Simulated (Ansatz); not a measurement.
Single point in Ansatz 0.2.0 with r2SCAN, no spin polarisation. Cutoff 500 eV, PAW datasets, 10×8×10 Γ-centred k mesh, fermi-dirac filling (width 0.1 eV).

Computed maps in the lattice plane spanned by a (left to right, 2.99 Å, 9 points from zero) and b (bottom to top, 3.67 Å, 11 points from zero), 90° apart, at height 0.220 along c. The fields are smooth PAW ones with compensation charges, not the true ones near nuclei.

Valence density. Digits on a logarithmic scale: 0 up to 0.03 e/Å³, each further digit a factor of 1.6, 9 from 1.3 e/Å³ up:
```
999433334
797333333
333335533
333369963
333389983
333359953
333333333
333333333
333333333
575333333
999433334
```

ELF. Ten even steps from '0' (0.02) to '9' (0.99):
```
999016610
161011110
000000000
343019910
575049930
676007700
676300003
555532245
000356653
020047740
898027720
```

Task: The cell is Li. Which atoms lie within 0.2 Å of this plane, and where (fractions of a and b)?

Result: Li at (0.11, 0.94), Li at (0.61, 0.56). The whole cell:
```
Li
1.0
    -2.99278    0.00000    0.00000
     0.00000   -3.66513    0.00000
     1.49639    0.00000    4.50967
Li
4
Direct
  0.11000 0.94000 0.22000
  0.61000 0.56000 0.22000
  0.89000 0.06000 0.78000
  0.39000 0.44000 0.78000
```

Origin: a known structure type with other elements, at an estimated volume, so it need not be a known compound. Caveats: atoms or cell far from equilibrium.
